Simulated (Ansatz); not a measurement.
The relaxed structure here is a generated cell of Co: the first start was made by placing the elements on the sites of a structure type, and the end was not matched to a known phase here, so it may be hypothetical. Known forms of Co include space group No. 194.

A relaxed structure of Co. Space group Pm-3n (No. 223). These are PBE (plane waves to 420 eV, PAW, scalar-relativistic; Ansatz, an electronic-structure program) values and carry that method's errors.

```xyz
8
Lattice="4.4655 0.0000 0.0000 0.0000 4.4655 0.0000 0.0000 0.0000 4.4655" Properties=species:S:1:pos:R:3 pbc="T T T"
Co     1.1164     0.0000     2.2327
Co     3.3491     0.0000     2.2327
Co     0.0000     2.2327     1.1164
Co     0.0000     2.2327     3.3491
Co     2.2327     1.1164     0.0000
Co     2.2327     3.3491     0.0000
Co     0.0000     0.0000     0.0000
Co     2.2327     2.2327     2.2327
```

Task: Predict the magnetic moment from PBE.

Result: Net 1.70 μB/atom, ferromagnetic.

Spin state reached: ferromagnetic (net 1.70 μB/atom), from parallel starting moments; other spin orders were not run from this start.

The run could not lose the symmetry of its start; a randomly shaken copy of 8 atoms returns to this structure.

All atoms sit on sites fixed by symmetry, so only the cell could relax.
